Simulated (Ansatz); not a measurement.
# Ga2Os single point

input.yaml (Ansatz 0.2.0)

```yaml
crystal:
  lattice:
    - [0.0, 4.788508, 0.0]
    - [0.0, -2.394254, 4.418258]
    - [4.163174, 2.394254, 0.0]
  atoms:
    - { symbol: Os, position: [0.0, 0.0, 0.0] }
    - { symbol: Os, position: [0.25, 0.5, 0.5] }
    - { symbol: Ga, position: [0.67, 0.0, 0.66] }
    - { symbol: Ga, position: [0.33, 0.0, 0.34] }
    - { symbol: Ga, position: [0.58, 0.5, 0.84] }
    - { symbol: Ga, position: [0.92, 0.5, 0.16] }
  symmetry: { tolerance: 0.0003 }
kpoints:
  mp_grid: { grid: [8, 8, 8], shift: [0, 0, 0] }
  band_path:
    path:
      - [0.0, 0.0, 0.0]
      - [0.0, 0.0, -0.5]
      - [0.0, -0.5, -0.5]
      - [0.0, -0.5, 0.0]
      - [0.0, 0.0, 0.0]
      - [-0.81219955, 0.40609978, -0.40609978]
      - [-0.18780045, -0.40609978, -0.59390022]
      - [0.0, -0.5, -0.5]
      - [0.0, 0.0, -0.5]
      - [-0.48145605, 0.24072803, -0.74072803]
      - [-0.51854395, -0.24072803, -0.25927197]
    npoints: 7
magnetization:
  spin_polarized: false
scf:
  occupations: { method: gaussian, width: 0.0821 }
  lower_state_search: "off"
  max_iter: 200
hamiltonian:
  pseudopotentials: { kind: paw }
  xc: r2scan
basis:
  ecutwfc: 500
  fft_grid_basis: typed
output:
  forces: true
  stress: true
  eigenvalues: true
  bader: true
  populations: true
  elf: true
  write_potential: true
  volumetric_format: npy
  dos:
    e_range: [-12, 8]
    de: 0.05
    projected: { site_lists: { Ga: [Ga], Os: [Os] } }
checkpoint:
  read: saved_state
```

Launched with:

```sh
ansatz run input.yaml --threads 1 --pin off --max-ram 2560MiB --backend cpu --events-out ev --progress --plain --runs-dir out
```

The saved state is an earlier solution for the same cell, perhaps on another mesh. 

Excerpt of what it printed:

```
SCF iter   1: F=-37957.4616 eV  Δρ=1.30e-3  dr2=1.65e-4  dr2_τ=1.22e-3
SCF iter   2: F=-37957.4617 eV  Δρ=6.79e-4  dr2=5.20e-5  dr2_τ=3.45e-5
SCF iter   3: F=-37957.4617 eV  Δρ=8.73e-5  dr2=4.80e-6  dr2_τ=1.93e-6
SCF iter   4: F=-37957.4617 eV  Δρ=5.27e-5  dr2=7.52e-7  dr2_τ=1.49e-7
SCF iter   5: F=-37957.4617 eV  Δρ=1.48e-5  dr2=2.41e-7  dr2_τ=6.59e-8
SCF iter   6: F=-37957.4617 eV  Δρ=5.91e-6  dr2=1.75e-8  dr2_τ=7.84e-9
Free energy (F): -37957.4617 eV
Harris-Foulkes:  -37957.4617 eV  (|F-HF|=6.74e-8)
Internal energy: -37957.4617 eV  (E = F + TS)
E sigma→0 (E₀):  -37957.4617 eV
Fermi energy:    16.9180 eV
--- Per-component energies (eV) ---
  E_band       = -241.3503
  E_kinetic    = 1595.0817
  E_local      = -8183.0798  (includes V_loc(G=0)·N_el)
  E_nonlocal   = 1704.7510
  E_hartree    = 3799.3717
  E_xc         = -757.1236
  E_vxc        = -870.0093  (∫ρ·V_xc dr)
  E_paw        = -26095.7311  (= ΣΔE_a)
  E_vpaw       = -2136.9010  (= ΣTr[D̂ρ^β])
  E_aug_tail   = -0.0004  (compensation charges beyond the density's cutoff)
  E_vtau       = 50.0643  (kinetic-family band-sum trace: ∫τ·v_τ [+ j·A + Jᵃ·Aᵃ] dr)
  E_ewald      = -10017.3489
  E_core_change = -3.3823  (= ΣΔE_core)
  E_smearing   =  0.0000  (= −TS)
--- Forces (eV/Å), atoms counted from 1 ---
  atom   1  Os     0.0000     0.0000     0.0000
  atom   2  Os     0.0000     0.0000     0.0000
  atom   3  Ga     0.1097     0.0000     0.0000
  atom   4  Ga    -0.1097     0.0000     0.0000
  atom   5  Ga    -0.1097     0.0000     0.0000
  atom   6  Ga     0.1097     0.0000     0.0000
--- Stress (GPa, compression-positive) ---
       -5.5259       0.0000       0.0000
        0.0000      -7.1834       0.0000
        0.0000       0.0000      -8.7789
  P = ⅓ Tr σ = -7.1628 GPa (-71.628 kbar)
--- Bader charges: 6 sites ---
  site symbol  charge [e]  shift [e]
     0     Os     -0.8725     0.0014
     1     Os     -0.8725     0.0014
     2     Ga      0.4362     0.0007
     3     Ga      0.4363     0.0007
     4     Ga      0.4363     0.0007
     5     Ga      0.4363     0.0007
```

Origin: a database entry at a rescaled volume.

Q: How long did it run, and on what?

A: Cost: 2.6 min on 1 thread of Arm Neoverse V1, with other jobs on the host, peak memory 0.81 GiB (start from a saved density).
